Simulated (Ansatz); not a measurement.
Consider the following.

W3N4:
```
W3N4
1.0
    4.17907     0.00000     0.00000
    0.00000     4.17907     0.00000
    0.00000     0.00000     4.17907
N W
4 3
Cartesian
  2.08954   2.08954   2.08954
  2.08954   0.00000   0.00000
  0.00000   2.08954   0.00000
  0.00000   0.00000   2.08954
  2.08954   2.08954   0.00000
  0.00000   2.08954   2.08954
  2.08954   0.00000   2.08954
```

This is the PBEsol-relaxed structure.

**Question.** All from PBEsol (plane waves, PAW; program Ansatz), unless another level is named. Estimate the Hill bulk and shear moduli.

**Answer.** 373 and 142 GPa.

**Question.** And the highest zone-centre frequency?

**Answer.** 469 cm⁻¹.

**Question.** And the elastic constants (relaxed ions, GPa)?

**Answer.** C11 = 812, C12 = 154, C44 = 74.3.

Space group Pm-3m. The workflow started from an entry of the Crystallography Open Database (COD). Its standing as an ambient phase is unchecked. The PBEsol relaxation kept the symmetry of its start. At this level the phase is dynamically unstable (imaginary phonons). No spin polarisation was allowed. As this level gives no gap, shear constants depend on the k-mesh and smearing (Fermi–Dirac, 0.1 eV here). As this level gives no gap, phonon frequencies hold no LO–TO term and depend on the k-mesh and smearing (Fermi–Dirac, 0.1 eV here). Spin–orbit coupling is left out wherever it is not named.

Potentials: the later of the program's two PAW sets.
